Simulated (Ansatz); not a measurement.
ZnO:
```
CELL_PARAMETERS angstrom
      5.51326     0.00000     0.00000
      0.00000     5.51326     0.00000
      0.00000     0.00000     3.24862
ATOMIC_POSITIONS crystal
  Zn 0.18178 0.18178 0.50000
  Zn 0.81822 0.81822 0.50000
  Zn 0.31822 0.68178 0.00000
  Zn 0.68178 0.31822 0.00000
  O  0.81749 0.18251 0.50000
  O  0.18251 0.81749 0.50000
  O  0.31749 0.31749 0.00000
  O  0.68251 0.68251 0.00000
```

Relaxed with r²SCAN.

Map the electron localisation function on the plane through (0.182, 0.182, 0.500) spanned by u = [0, 0, 1] and v = [1, 1, 0] in lattice vectors, from r²SCAN in the plane-wave PAW code Ansatz.

x is the fraction of u, y of v (the angle between them is 90°; rows are the nearest grid lines); atoms in the plane: Zn at (0.00, 0.00), Zn at (0.00, 0.64), O at (0.50, 0.14), O at (0.50, 0.50).
```
y \ x   0.000  0.0625  0.188  0.250  0.375  0.438  0.562  0.625  0.750  0.812  0.938   1.00
------  -----  ------  -----  -----  -----  -----  -----  -----  -----  -----  -----  -----
1.00    0.000   0.000  0.068  0.139  0.240  0.416  0.416  0.240  0.139  0.068  0.000  0.000
0.923   0.060   0.080  0.177  0.161  0.083  0.057  0.057  0.083  0.161  0.177  0.080  0.060
0.846   0.081   0.080  0.073  0.063  0.029  0.017  0.017  0.029  0.063  0.073  0.080  0.081
0.769   0.097   0.096  0.089  0.080  0.038  0.022  0.022  0.038  0.080  0.089  0.096  0.097
0.692   0.010   0.020  0.157  0.178  0.098  0.087  0.087  0.098  0.178  0.157  0.020  0.010
0.615   0.000   0.000  0.071  0.136  0.439  0.633  0.633  0.439  0.136  0.071  0.000  0.000
0.538   0.139   0.138  0.187  0.522  0.810  0.689  0.689  0.810  0.522  0.187  0.138  0.139
0.462   0.069   0.084  0.431  0.677  0.786  0.692  0.692  0.786  0.677  0.431  0.084  0.069
0.385   0.017   0.026  0.126  0.236  0.486  0.568  0.568  0.486  0.236  0.126  0.026  0.017
0.308   0.012   0.015  0.041  0.056  0.079  0.085  0.085  0.079  0.056  0.041  0.015  0.012
0.231   0.024   0.036  0.216  0.397  0.691  0.756  0.756  0.691  0.397  0.216  0.036  0.024
0.154   0.091   0.097  0.434  0.714  0.746  0.506  0.506  0.746  0.714  0.434  0.097  0.091
0.0769  0.066   0.078  0.149  0.320  0.827  0.800  0.800  0.827  0.320  0.149  0.078  0.066
0.000   0.000   0.000  0.068  0.139  0.240  0.416  0.416  0.240  0.139  0.068  0.000  0.000
```

The density is the valence pseudo-density with augmentation charge, so density and ELF within about 1 Å of a nucleus are not all-electron values.

Space group P4_2/mnm. The first step of the workflow began from a Materials Project structure, measured or hypothetical; the Crystallography Open Database copy checked does not list it. It is not the phase usual at ambient conditions (space group No. 186). The cell was relaxed with r²SCAN under the symmetry of its start; its stability against distortions is not shown here.

Potentials: the later of the program's two PAW sets.
